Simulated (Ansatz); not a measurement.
MoW:
```xyz
4
Lattice="1.2927 -5.3058 0.0000 1.2927 5.3058 0.0000 0.0000 0.0000 4.6872" Properties=species:S:1:pos:R:3 pbc="T T T"
W      1.2927    -1.9026     1.1718
Mo     1.2927    -4.5747     1.1718
W      1.2927     1.9026     3.5154
Mo     1.2927     4.5747     3.5154
```

Relaxed with r²SCAN.

**Question.** Map the electron localisation function on the plane through (0.679, 0.321, 0.250) spanned by u = [1, 1, 0] and v = [1, -1, 0] in lattice vectors, from r²SCAN in the plane-wave PAW code Ansatz.

**Answer.** x is the fraction of u, y of v (the angle between them is 90°; rows are the nearest grid lines); atoms in the plane: W at (0.00, 0.00), W at (0.50, 0.50), Mo at (0.00, 0.25), Mo at (0.50, 0.75).
```
y \ x   0.000  0.0625  0.188  0.250  0.375  0.438  0.562  0.625  0.750  0.812  0.938   1.00
------  -----  ------  -----  -----  -----  -----  -----  -----  -----  -----  -----  -----
1.00    0.014   0.068  0.703  0.736  0.404  0.365  0.365  0.404  0.736  0.703  0.068  0.014
0.925   0.626   0.583  0.297  0.196  0.287  0.410  0.410  0.287  0.196  0.297  0.583  0.626
0.850   0.489   0.457  0.271  0.204  0.208  0.244  0.244  0.208  0.204  0.271  0.457  0.489
0.775   0.308   0.298  0.535  0.696  0.689  0.574  0.574  0.689  0.696  0.535  0.298  0.308
0.700   0.282   0.243  0.245  0.397  0.691  0.748  0.748  0.691  0.397  0.245  0.243  0.282
0.625   0.445   0.429  0.346  0.326  0.348  0.364  0.364  0.348  0.326  0.346  0.429  0.445
0.550   0.335   0.284  0.260  0.428  0.693  0.721  0.721  0.693  0.428  0.260  0.284  0.335
0.450   0.429   0.363  0.268  0.413  0.700  0.741  0.741  0.700  0.413  0.268  0.363  0.429
0.375   0.297   0.298  0.310  0.328  0.375  0.391  0.391  0.375  0.328  0.310  0.298  0.297
0.300   0.763   0.753  0.626  0.467  0.238  0.280  0.280  0.238  0.467  0.626  0.753  0.763
0.225   0.574   0.620  0.732  0.670  0.328  0.284  0.284  0.328  0.670  0.732  0.620  0.574
0.150   0.303   0.285  0.209  0.199  0.290  0.357  0.357  0.290  0.199  0.209  0.285  0.303
0.0750  0.603   0.563  0.300  0.189  0.214  0.306  0.306  0.214  0.189  0.300  0.563  0.603
0.000   0.014   0.068  0.703  0.736  0.404  0.365  0.365  0.404  0.736  0.703  0.068  0.014
```

The density is the valence pseudo-density with augmentation charge, so density and ELF within about 1 Å of a nucleus are not all-electron values.

Space group Cmcm. The start of the workflow was typed in or built on a structure type; neither database checked (COD, Materials Project) lists it. Its standing as an ambient phase is unchecked. Symmetry was held in the r²SCAN relaxation; its stability against distortions is not shown here. No spin polarisation was allowed. Its formation energy is positive at this level, so the cell may be metastable or incomplete. Spin–orbit coupling is left out wherever it is not named.

Potentials: the later of the program's two PAW sets.
